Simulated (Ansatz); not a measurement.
Relaxed-ion elastic tensor of CsCl (rock salt, Fm-3m) in GPa (Voigt order), LDA (plane waves, PAW; program Ansatz); density 3.66 g/cm³, 38.21 Å³ per atom.

```
46.6   5.8   5.8   0.0   0.0   0.0
 5.8  46.6   5.8   0.0   0.0   0.0
 5.8   5.8  46.6   0.0   0.0   0.0
 0.0   0.0   0.0   3.2   0.0   0.0
 0.0   0.0   0.0   0.0   3.2   0.0
 0.0   0.0   0.0   0.0   0.0   3.2
```

Is the crystal mechanically stable?

Yes: the smallest eigenvalue of C is 3.2 GPa.

Work out the Voigt, Reuss and Hill averages.

K_V = 19.4, K_R = 19.4, K_H = 19.4; G_V = 10.1, G_R = 4.9, G_H = 7.5 GPa.

Give Young's modulus, Poisson's ratio, Pugh's ratio and the universal anisotropy index.

E = 9KG/(3K + G) = 19.9 GPa; ν = 0.33; K/G = 2.59 (ductile by the Pugh limit of 1.75); A_U = 5G_V/G_R + K_V/K_R − 6 = 5.35.

Estimate the sound speeds and the Debye temperature.

v_l = √((K + 4G/3)/ρ) = 2830 m/s, v_t = √(G/ρ) = 1430 m/s, mean 1600 m/s; Θ = (h/k)(3n/4πV)^(1/3) v_m = 142 K.

Give the Zener ratio and Young's modulus along [100], [110] and [111].

A = 2C44/(C11 − C12) = 0.16; 1/E = S11 − 2(S11 − S12 − S44/2)Γ with Γ = 0, 1/4, 1/3 gives 45.3, 11.5, 9.2 GPa.

Solve the Christoffel equation for the three sound speeds along [100], [110], [111].

Eigenvalues of C_ijkl n_j n_l equal ρv². In km/s, slowest first: [100] 0.94, 0.94, 3.57; [110] 0.94, 2.36, 2.84; [111] 2.00, 2.00, 2.55.

The first step of the workflow began from a Materials Project structure, measured or hypothetical; the Crystallography Open Database files this formula in space group No. 225, but the cells were not matched. It is not the phase usual at ambient conditions (space group No. 221). Symmetry was held in the LDA relaxation; whether a distortion lowers the energy is not shown. Scalar-relativistic: spin–orbit coupling is off unless named, which matters more the heavier the elements.

Potentials: the earlier of the program's two PAW sets. The files were generated under PBE; for other functionals the program regenerates the frozen cores, and for LDA and PBEsol the local potential too.
